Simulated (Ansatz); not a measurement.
All-electron DFT: HS2

This is model HS2 in a small cell holding one bonded unit, strained and with atoms displaced.

Ansatz, full-potential LAPW; functional PBE; scalar relativity, no spin–orbit coupling, point nuclei. Occupations are Fermi–Dirac at 0.15 eV on a coarse k-mesh, 3×3×3 Γ-centred; the results hold for that mesh. For a metal, stress, forces and moments on so few k-points can be far from the converged ones. The run is spin-unpolarised. The cell's electron count is odd, so a run with spin could end lower. Labels count atoms in the order given.

```xyz
3
Lattice="-2.0787 2.0732 2.2491 2.0092 -2.0841 2.1905 2.1853 2.1907 -2.2600" Properties=species:S:1:pos:R:3 pbc="T T T"
S     2.3008    0.2558    1.5802
H     1.8389   -0.5197    2.5144
S     2.5847    0.2527   -0.1214
```

Q: What forces and pressure does this calculation give?

A: 
Forces (eV/Å): S1 (1.545, 3.721, 8.279); H2 (-1.375, -2.431, 1.034); S3 (-0.170, -1.289, -9.312).

Stress (GPa; xx, yy, zz, yz, xz, xy; compression positive): 17.94, 22.68, 79.14, -9.57, -13.91, 14.44.

- All-electron E − TS, for this scheme: -21737.996 eV
- Pressure: 39.92 GPa
- Largest force: 9.403 eV/Å

Q: Repeat with r2SCAN by all-electron PAW datasets generated for the cell without frozen cores, scalar-relativistic, point nucleus.

A: Compared with PBE, the pressure decreases by 0.95 GPa to 38.97 GPa, and the forces move by 0.315 eV/Å (r.m.s. over the atoms).

| atom | Fx (eV/Å) | Fy (eV/Å) | Fz (eV/Å) |
| --- | --- | --- | --- |
| S1 | 1.680 | 3.727 | 8.173 |
| H2 | -1.307 | -2.312 | 0.781 |
| S3 | -0.373 | -1.415 | -8.954 |

Q: Switch to LDA (PW92) by all-electron full-potential LAPW, scalar-relativistic, point nucleus, all else held.

A: Beside PBE, the pressure drops by 5.69 GPa to 34.23 GPa, and the forces move by 0.364 eV/Å (r.m.s. over the atoms).

```csv
atom,Fx (eV/Å),Fy (eV/Å),Fz (eV/Å)
S1,1.555,3.770,7.784
H2,-1.446,-2.552,1.283
S3,-0.109,-1.219,-9.067
```
